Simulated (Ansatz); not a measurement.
Starting cell, TiO$_{2}$ (rutile):

```yaml
crystal:
  lattice:
    - [4.59734, 0.00000, 0.00000]
    - [0.00000, 4.59734, 0.00000]
    - [0.00000, 0.00000, 2.95429]
  atoms:
    - { symbol: Ti, position: [0.00000, 0.00000, 0.00000] }
    - { symbol: Ti, position: [0.50000, 0.50000, 0.50000] }
    - { symbol: O, position: [0.30461, 0.30461, 0.00000] }
    - { symbol: O, position: [0.80461, 0.19539, 0.50000] }
    - { symbol: O, position: [0.19539, 0.80461, 0.50000] }
    - { symbol: O, position: [0.69539, 0.69539, 0.00000] }
```

In each cell atom 2 (Ti, nearest neighbour O at 1.948 Å; its periodic images, 3.0 Å or more away, move with it) moves by s·(0.707, 0.707, 0.000) (along Cartesian [110]), the rest being held.

Computed with r2SCAN (plane waves to 500 eV, PAW, scalar-relativistic; Ansatz, a first-principles code). k mesh 6×6×9 (Γ-centred), Fermi-Dirac smearing 0.05 eV. E stands for the smeared free energy. The PAW data are Ansatz's earlier set. TiO2 is run without spin polarisation. TiO2 was relaxed with its symmetry unable to fall. The zero of ΔE is the undisplaced structure.

| s (Å) | ΔE (meV/cell) |
|---|---|
| -0.190 | withheld |
| -0.152 | 254 |
| -0.114 | 142 |
| -0.076 | 63 |
| -0.038 | 16 |
| 0.000 | 0 |
| 0.038 | 16 |
| 0.076 | 63 |
| 0.114 | 142 |
| 0.152 | 254 |
| 0.190 | withheld |

Question: Fit an even polynomial form (powers 2, 4) to the given rows and predict ΔE at s = 0.190.

Answer: Least squares on the 9 given rows: ΔE = (10860)·s² + (5582)·s⁴, in meV/cell with s in Å; root-mean-square residual 0.2 meV/cell. At 0.190 the fit gives 399 meV/cell; the calculation gives 399 meV/cell, the same to the digits shown. The quadratic term alone would give 392 meV/cell.

(For displaced atoms, the force is minus the slope of the energy, and its curvature is a force constant, which sets phonon frequencies.)
